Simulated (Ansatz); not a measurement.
The start is a relaxed AlN cell shaken by Gaussian noise of σ = 0.08 Å a coordinate. A full variable-cell relaxation at zero pressure is run with PBE (plane waves to 420 eV, PAW, scalar-relativistic; Ansatz, an electronic-structure program). The first steps use a coarse 9×9×3 k-mesh.

Initial structure:
```
AlN
1.0
    3.12082     0.00000     0.00000
   -1.56041     2.70271     0.00000
    0.00000     0.00000    10.11163
Al N
4 4
Direct
  0.00419   0.01884   0.49628
  0.98720   0.94162   0.00859
  0.70537   0.40653   0.25557
  0.27003   0.60364   0.75249
  0.03056   0.04822   0.31486
  0.96015   0.97549   0.81687
  0.67873   0.35204   0.06678
  0.33793   0.64785   0.56348
```

Problem. What pressure does the first self-consistent step give?

Solution. +2.9 GPa (positive: the cell is compressed).

Problem. By how much does the energy per atom fall from start to end?

Solution. 0.098 eV/atom.

Problem. Is the parent structure recovered?

Solution. It relaxes back to the parent, P6₃mc (No. 186).

Problem. How do the shortest distances between atoms change?

Solution. The closest pairs of elements (up to four, under 3.6 Å), start → end: Al–N 1.70 → 1.90 Å; Al–Al 2.89 → 3.10 Å; N–N 2.99 → 3.10 Å.

Problem. What band gap does the relaxed structure have at this level?

Solution. 4.00 eV, direct at Γ (no spin-orbit coupling).

Relaxed structure:

Space group P6₃mc (No. 186); a = 3.121 Å, b = 3.121 Å, c = 10.111 Å, α = 90.00°, β = 90.00°, γ = 120.00°

```json
[
 {"atom": "Al", "site": "2a", "symmetry": "3m.", "x": "0.0000", "y": "0.0000", "z": "0.0044"},
 {"atom": "Al", "site": "2b", "symmetry": "3m.", "x": "0.6667", "y": "0.3333", "z": "0.2533"},
 {"atom": "N", "site": "2a", "symmetry": "3m.", "x": "0.0000", "y": "0.0000", "z": "0.3149"},
 {"atom": "N", "site": "2b", "symmetry": "3m.", "x": "0.6667", "y": "0.3333", "z": "0.0649"}
]
```

Final values are on a 12×12×4 k-mesh of the relaxed cell. No spin polarisation in the result.

The first start was generated by placing the elements on the sites of a structure type. A measured structure of AlN has the same space group, P6₃mc (No. 186); the sites were not compared with it.
